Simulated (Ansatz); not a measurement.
All-electron LAPW in Ansatz 0.2.0 under PBE, scalar-relativistic, energies extrapolated to zero smearing. Slabs are 1×1 cells cut from bulk crystals relaxed on PAW files, with atoms then relaxed, 16 to 20 Å of vacuum, a dipole correction, k spacings of 0.16 to 0.26 Å⁻¹ and smearing of 0.02 to 0.1 eV, without spin–orbit coupling; Cr, Mn, Fe, Co, Ni, Eu and Gd start ferromagnetic, the others run without spin. The bulk type named needn't be the stable one, and no reconstruction is allowed.

```
                  slab  area (Å²)  γ (J/m²)  Φ (eV)  Δd12 (%)
bcc Fe (111), 7 layers      13.89      2.82    3.99      -1.9
bcc Fe (100), 5 layers       8.02      2.55    3.87      -2.1
bcc Fe (110), 7 layers       5.67      2.51    4.79      -0.3
bcc Fe (110), 6 layers       5.67      2.51    4.79         ?
 bcc Fe (100), 1 layer       8.02      2.66    4.00         –
bcc Fe (111), 5 layers      13.89      2.68    3.91         ?
bcc Fe (111), 6 layers      13.89      2.78    3.96      -9.9
```

Question: Fill in "Δd12 (%)" for the row "bcc Fe (111), 5 layers".

Answer: -2.5.

Question: What belongs in the row "bcc Fe (110), 6 layers", column "Δd12 (%)"?

Answer: -0.4.
